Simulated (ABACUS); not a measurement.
A self-consistent single point of Ge2Mo (I4/mmm, 3 atoms in the cell; from Materials Project mp-10201) with ABACUS.

Method: LDA (PW92), PseudoDojo 0.4 standard norm-conserving LDA (tails mended) pseudopotentials (plane waves; ABACUS).

```
CELL_PARAMETERS angstrom
     -1.66010     1.66010     4.09319
      1.66010    -1.66010     4.09319
      1.66010     1.66010    -4.09319
ATOMIC_POSITIONS crystal
  Ge 0.66167 0.66167 0.00000
  Ge 0.33833 0.33833 0.00000
  Mo 0.00000 0.00000 0.00000
```

Reference input (self-consistent single point, DFT, LDA (PW92), plane waves, PseudoDojo 0.4 standard norm-conserving LDA (tails mended) pseudopotentials): KPT = Gamma 7 7 7 0 0 0; basis_type = pw; dft_functional = PWLDA; ecutwfc = 80 Ry; smearing_method = mv; smearing_sigma = 0.0146997 Ry; potentials = PseudoDojo 0.4 standard norm-conserving LDA (tails mended); symmetry = 1; ks_solver = cg; scf_nmax = 100; scf_thr = 1.0e-09 Ry; mixing_type = broyden. This run's input differs from it in these lines:

```diff
@@ -12,3 +12,3 @@
 scf_nmax             100
-scf_thr              1.0e-09
+scf_thr              7.3e-08
 mixing_type          broyden
```

Log, with long lists cut:

```
 SELF-CONSISTENT
 -------------------------------------------
                                 init_chg = atomic

 PW ALGORITHM --------------- ION=   1  ELEC=   1--------------------------------
 Notice: Threshold on eigenvalues was too large.

 Density error is 0.198139813789
                          Error Threshold = 0.000314313831566
 E_KohnSham     -497.6957244783      -6771.4977231430
 E_Fermi        1.3565121076         18.4562940695

 PW ALGORITHM --------------- ION=   1  ELEC=   2--------------------------------

 Density error is 0.0314608739553
                          Error Threshold = 0.000471761461402
   [... lines left out ...]

 Density error is 1.17749790341e-06
                          Error Threshold = 1.70997820519e-09
 E_KohnSham     -497.7304307773      -6771.9699265661
 E_Fermi        1.3051567154         17.7575681130

 PW ALGORITHM --------------- ION=   1  ELEC=  10--------------------------------

 Density error is 3.02226544212e-08
                          Error Threshold = 1.70997820519e-09
 E_KohnSham     -497.7304309297      -6771.9699286394
 E_KS(sigma->0) -497.7306178832      -6771.9724722724
 E_entropy(-TS) 0.0003739070         0.0050872659
 E_Fermi        1.3052530487         17.7588787935
 charge density convergence is achieved
 final etot is -6771.9699286 eV
 EFERMI = 17.758878794 eV

 STATE ENERGY(eV) AND OCCUPATIONS    NSPIN == 1
   [... 28 lines left out ...]

 TOTAL-FORCE (eV/Angstrom)
                       Ge1         0.0000000000         0.0000000000        -0.0786933373
                       Ge2         0.0000000000         0.0000000000         0.0786933373
                       Mo1         0.0000000000         0.0000000000         0.0000000000

 TOTAL-STRESS (KBAR)
       -63.3075237910         0.0000000000        -0.0000000000
         0.0000000000       -63.3075237910         0.0000000000
        -0.0000000000        -0.0000000000       -48.7730828835
 TOTAL-PRESSURE: -58.462710 KBAR

 --------------------------------------------
 !FINAL_ETOT_IS -6771.9699286393852162 eV
 --------------------------------------------
```

The run converged in 10 iterations. Against the reference run the free energy is nearly the same (within 1 meV/atom), the pressure hardly changes (-5.88 to -5.85 GPa) and the largest force goes from 0.059 to 0.079 eV/Å.

This run is one point of a test of settings, so its values need not be converged; read them against the reference run alone. The structure comes from a collection of computed structures, made at another level of theory; the collection holds predicted forms beside known ones. No clean gap shows at this smearing width and mesh (spacing up to 0.38 Å⁻¹); the mesh is coarse for partly filled bands, so the values carry mesh errors.

Cost on one core: roughly 4 core-minutes.

“Tails mended”: in these copies of the files the far tail of each local potential was reset to the Coulomb form.
